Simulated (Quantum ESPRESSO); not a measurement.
# TaHf2O5F3: convergence and cost over cutoff and k mesh

Computed values, not a measurement. The program is pw.x of Quantum ESPRESSO 7.5 (plane-wave density functional theory). The cell is made up: 11 atoms on a fluorite lattice with one site empty, with randomly drawn elements, strain and displacements, not relaxed. PseudoDojo standard norm-conserving files (v0.5 for PBE, v0.4.1 for LDA and PBEsol) set the functional; there is no spin polarisation, spin-orbit coupling or dispersion term, and the masses in the input are unused placeholders.

The hafnium pseudopotential is less sure than the others, with forces about 3 percent (worst 6) and pressure in oxides about 1.5 GPa (worst 2.7) from a second method in checks, which no rerun with the same files tests.

Input of the run in row 4:

```
&control calculation='scf', pseudo_dir='./dojo.nc.sr.pbe.v0_5.standard.upf', outdir='./o', disk_io='medium', tprnfor=.true., tstress=.true. /
&system ibrav=0, nat=11, ntyp=4, nbnd=50, ecutwfc=84.00895049, nosym=.true., tot_charge=0,
 occupations='smearing', smearing='fd', degauss=0.0018374661
/
&electrons conv_thr=7.350e-09, electron_maxstep=60, /
ATOMIC_SPECIES
F 1.0 F.upf
Hf 1.0 Hf.upf
O 1.0 O.upf
Ta 1.0 Ta.upf
CELL_PARAMETERS angstrom
5.1674 -0.0244 -0.0121
-0.0244 5.0888 0.0147
-0.0121 0.0147 5.2303
ATOMIC_POSITIONS angstrom
Ta 0.0429 -0.0301 -0.0204
Hf 2.5312 -0.0966 2.5397
Hf 2.4799 2.4533 -0.0306
O 1.2973 1.2622 1.2584
O 1.2129 1.2173 3.9107
O 1.293 3.8407 1.2732
O 1.2002 3.8639 3.9078
F 3.8959 1.2362 1.2904
F 3.9028 1.2995 3.9378
F 3.8544 3.8773 1.3032
O 3.8408 3.7868 3.9851
K_POINTS automatic
4 4 4 1 1 1
```

The same cell was run at these settings. Meshes are shifted by half a step, and differences are from the last row, which is itself not exact.

```
cutoff (eV)     k mesh  k points solved  threshold (eV)  free energy less the last row's (eV)  pressure (GPa)  largest stress difference (GPa)  largest force difference (eV/Å)  iterations  wall time (s)  k-point pools              processor
        800  2 x 2 x 2                4           1e-04                                 1.304          -29.11                            12.81                            0.096          13             69              1  AMD EPYC, Zen 5 class
       1143  2 x 2 x 2                4           1e-07                                -0.165          -16.71                             0.38                            0.101          16            113              1  AMD EPYC, Zen 5 class
        714  4 x 4 x 4               32           1e-07                                 4.349          -44.77                            28.50                            0.062          16            417              1  AMD EPYC, Zen 5 class
       1143  4 x 4 x 4               32           1e-07                                 0.002          -16.40                             0.03                            0.003          16            682              1  AMD EPYC, Zen 5 class
       1437  6 x 6 x 6              108           1e-07                                 0.000          -16.38                             0.00                            0.000          16            476              4  AMD EPYC, Zen 5 class
```

Each pool is one process. Wall times include start-up and a band step at six k points, which weighs most on the coarsest meshes. The runs were on shared virtual cores whose load varied, so times are rough.